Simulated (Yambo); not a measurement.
## Excitons in Li3VS4

```xyz
8
Lattice="5.9331 0.0000 0.0000 0.0000 5.9331 0.0000 0.0000 0.0000 5.9331" Properties=species:S:1:pos:R:3 pbc="T T T"
Li     0.0000     0.0000     2.9665
Li     2.9665     0.0000     0.0000
Li     0.0000     2.9665     0.0000
S      1.2400     1.2400     1.2400
S      1.2400     4.6931     4.6931
S      4.6931     4.6931     1.2400
S      4.6931     1.2400     4.6931
V      0.0000     0.0000     0.0000
```

The geometry is that of Materials Project entry mp-760375, symmetrised and not relaxed again.

BSE in Yambo on LDA (Quantum ESPRESSO, PseudoDojo norm-conserving, 84 Ry, no spin-orbit coupling) bands: 4×4×4 mesh, 12 valence and 11 conduction bands, static screening with 99 bands and a 3 Ry block, scissor 2.50 eV, Tamm-Dancoff; field along x.

```
state  energy (eV)  states within 2 meV  relative strength   class    main transitions
-----  -----------  -------------------  -----------------  ------  ------------------
1             2.81                    3             < 0.01    dark  several band pairs
2             3.16                    3               1.00  strong  several band pairs
3             3.72                    1             < 0.01    dark  several band pairs
4             3.74                    3             < 0.01    dark  several band pairs
5             3.77                    3             < 0.01    dark  several band pairs
6             3.83                    3               0.14    weak  several band pairs
7             3.86                    2             < 0.01    dark  several band pairs
8             3.94                    3             < 0.01    dark  several band pairs
```

These are vertical excitations (zero momentum); the indirect quasiparticle gap, about 4.34 eV, is smaller than the direct one (4.60 eV on the GW mesh). The direct quasiparticle gap on this mesh is 4.60 eV; counted from there, state 1 is bound by 1.79 eV. On a 2×2×2 mesh the same difference is 1.82 eV.

Spin singlets only. Strengths are relative to the strongest of the lowest states of this run; strong means a line over 3 % of the spectrum's maximum, dark under 0.03 %. Absolute energies carry the error of the G0W0 scissor, whose convergence isn't established.

The 3d shell has no Hubbard U; the runs are without spin polarisation, and magnetic order was not tried.

The structure is a Materials Project entry; no match was found in the copy of COD used, and its stability was not checked.
